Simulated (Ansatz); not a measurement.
## Ga₂As: from a guess to a relaxed structure

Theory: DFT PBE, scalar-relativistic, plane waves, PAW in Ansatz 0.2.0. Cutoff 420 eV, Gaussian smearing, Γ-centred meshes. Cell and atoms relax first on a coarse mesh and then on a finer one. In between, the cell is made exact in the group found at 0.06 Å. In metals the finer mesh still leaves noise of several meV/atom or more. The steps can't lower the symmetry of their start. No spin polarisation.

The guess for Ga₂As was made by a generator: random cell by space group and Wyckoff sites (P-6m2, No. 187). The dimensions are guesses.

```
Ga As
1.0
     3.89492    0.00000    0.00000
    -1.94746    3.37310    0.00000
     0.00000    0.00000    5.62640
Ga As
2 1
Cartesian
  1.9475 1.1244 0.0000
  0.0000 2.2487 2.8132
  0.0000 0.0000 2.8132
```

Energies over the elements count from the elements' standard structures at the same level, with no fitted energy shifts.

Problem. What does it relax into?

Solution. The symmetry stays P-6m2 (No. 187). The volume per atom shrinks by 9.7 %, from 24.6 to 22.3 Å³. The shortest distance goes from 2.25 Å (Ga–As) to 2.52 Å (Ga–As). The ratio c/a of the conventional cell changes by a factor of 0.64. The energy falls by about 0.26 eV/atom (the start's value is from the coarse mesh). Conventional cell: a = 4.373 Å, c = 4.033 Å. Ga on its first site is surrounded by 6 As at 3.23 Å and 6 Ga at 3.23 Å; around Ga on its second site lie 3 As at 2.52 Å and 6 Ga at 3.23 Å; As is surrounded by 3 Ga at 2.52 Å and 6 Ga at 3.23 Å.

```
CELL_PARAMETERS angstrom
4.37283 0.00000 0.00000
-2.18641 3.78698 0.00000
0.00000 0.00000 4.03272
ATOMIC_POSITIONS crystal
Ga 0.66667 0.33333 0.00000
Ga 0.33333 0.66667 0.50000
As 0.00000 0.00000 0.50000
```

Problem. Give its energy and gap.

Solution. The energy over the elements is +0.15 eV/atom. The gap on the 12×12×12 mesh of the 3-atom cell is 0 eV (a metal).

The separate elements lie lower, so it is unstable against them.

The last run used Gaussian smearing of 0.10 eV. An odd number of electrons in the primitive cell allows no gap without spin; a larger cell or a magnetic state could open one. The cell is a metal run without spin; a magnetic state may lie lower. The reference form of As is held partly by dispersion forces, which this level lacks. A later test with randomly moved atoms led to a structure 172 meV/atom lower, so this end is a saddle point or a shallow minimum. In all, the 3 runs took 60 s on 1 thread of AMD EPYC 9R45 96-Core Processor (Zen 5), on a shared host.
